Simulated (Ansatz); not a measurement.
Q: Sc (hcp (Mg type), space group No. 194) is relaxed with DFT-LDA in the program Ansatz with PAW potentials. What lattice parameters of the conventional cell result?

A: a = 3.230 Å, c = 4.985 Å.

Its a lies over 2 % below tabulated measurements.

Space group P6_3/mmc (hcp (Mg type)). Symmetry was held in the LDA relaxation. No spin polarisation was allowed. Axis ratios of metals converge slowly with the k-mesh, so a and c are less sure than the volume.

Potentials: the later of the program's two PAW sets.
